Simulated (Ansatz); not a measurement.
## Straining HfW2

Level of theory: DFT PBEsol, scalar-relativistic, plane waves, PAW (Ansatz). Run with 420 eV cutoff, 8×8×8 k-mesh, Gaussian smearing of 0.10 eV, no spin polarisation.

Reference structure (relaxed):

```xyz
6
Lattice="0.0000 3.7708 3.7708 3.7708 0.0000 3.7708 3.7708 3.7708 0.0000" Properties=species:S:1:pos:R:3 pbc="T T T"
Hf    3.7708    3.7708    3.7708
Hf    5.6563    5.6563    5.6563
W     0.9427    0.9427    0.9427
W     0.9427    2.8281    2.8281
W     2.8281    2.8281    0.9427
W     2.8281    0.9427    2.8281
```

Deformation: biaxial strain in the a-b plane, with the length and tilt of c and the atoms relaxed, all within the symmetry that the strain leaves. Energies are extrapolated to zero smearing.

Spin–orbit coupling is left out, which can shift energies with elements as heavy as these.

| strain (%) | ΔE (meV/atom) | a (Å) | b (Å) | c (Å) |
| --- | --- | --- | --- | --- |
| -4.5 | 102.3 | 5.093 | 5.093 | 5.396 |
| -3.0 | 43.5 | 5.173 | 5.173 | 5.373 |
| -1.5 | 10.4 | 5.253 | 5.253 | 5.352 |
| +0.0 | 0.0 | 5.333 | 5.333 | 5.333 |
| +1.5 | 9.5 | 5.413 | 5.413 | 5.314 |
| +3.0 | 36.7 | 5.493 | 5.493 | 5.298 |
| +4.5 | 79.5 | 5.573 | 5.573 | 5.284 |

(1) What stiffness (1/V) d²E/dε² at zero strain does a cubic fit over all points give?

(2) How does the free axis c answer a small strain?

Answers

(1) A cubic fit gives (1/V) d²E/dε² = 806 GPa at zero strain (twice the biaxial modulus).

(2) Between the innermost points its strain is -0.24 times the applied one.